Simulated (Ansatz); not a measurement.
In LDA in the plane-wave PAW code Ansatz, Si₃N₄ in the cubic phase (Fd-3m; Si on 16c, Si on 8b, N on 32e) relaxes to a = 7.691 Å. Si on 16c has 6 nearest neighbours from 1.87 Å (octahedral); Si on 8b has 4 nearest neighbours from 1.76 Å (tetrahedral). Against the elements it lies at -129 kJ/mol of atoms, with no fitted shifts.

It is gapped at this level: 3.36 eV (indirect). The valence maximum lies on the K–Γ line, 57 % of the way from K and the conduction minimum at Γ. The hole mass is 0.35, 1.1, 5.9 mₑ (principal values).

An equation-of-state fit gives a bulk modulus of 3210 kbar. The relaxed-ion elastic constants in GPa are C11 = 561, C12 = 203, C44 = 345. The elastic constants imply a Debye temperature near 1310 K. Perturbation theory gives ε∞ = 5.21. Letting the ions move raises it to ε0 = 12.3. Born charges are Si +3.59 to +3.66, N -2.73 e. The phonon dispersion is stable (no imaginary branch). Without the LO–TO term the highest mode at Γ lies at 972 cm^-1.

The cell was relaxed with LDA under the symmetry of its start. The references are the lowest solids computed at this level, not always the standard phases (solids in place of the gases).

Potentials: the later of the program's two PAW sets.
